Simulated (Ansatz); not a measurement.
Relaxed ZnO (wurtzite):

```xyz
4
Lattice="3.2352 0.0000 0.0000 -1.6176 2.8018 0.0000 0.0000 0.0000 5.2114" Properties=species:S:1:pos:R:3 pbc="T T T"
Zn     1.6176     0.9339     0.0126
Zn     0.0000     1.8678     2.6183
O      1.6176     0.9339     3.2456
O      0.0000     1.8678     0.6399
```

Two-dimensional scan of atom 3 (O, nearest neighbour Zn at 1.970 Å; its periodic images, 3.2 Å or more away, move with it): u runs along (1.000, 0.000, 0.000), v along (0.000, 0.000, 1.000) (Cartesian). Cell and other atoms are fixed.

Method: r2SCAN (plane waves to 500 eV, PAW, scalar-relativistic; Ansatz, a program for electronic structure). k mesh 9×9×5 (Γ-centred), Fermi-Dirac smearing 0.05 eV. Energies are smeared free energies. ZnO was relaxed with its symmetry unable to fall. The zero of ΔE is the undisplaced structure. Axes are in Å.

What ΔE (meV/cell) does the calculation give at all points of the grid u = -0.490, -0.327, -0.163, 0.000, 0.163, 0.327, 0.490 by v = -0.490, -0.327, -0.163, 0.000, 0.163, 0.327, 0.490?

ΔE (meV/cell), with u across and v down:

```csv
v \ u,-0.490,-0.327,-0.163,0.000,0.163,0.327,0.490
-0.490,3412,1773,993,766,993,1773,3412
-0.327,2747,1307,615,414,615,1307,2747
-0.163,1997,848,291,127,291,848,1997
0.000,1336,515,116,0,116,515,1336
0.163,980,491,266,203,266,491,980
0.327,1199,1068,1051,1057,1051,1068,1199
0.490,2409,2763,3072,3193,3072,2763,2409
```

(For displaced atoms, the force is minus the slope of the energy, and its curvature is a force constant, which sets phonon frequencies.)
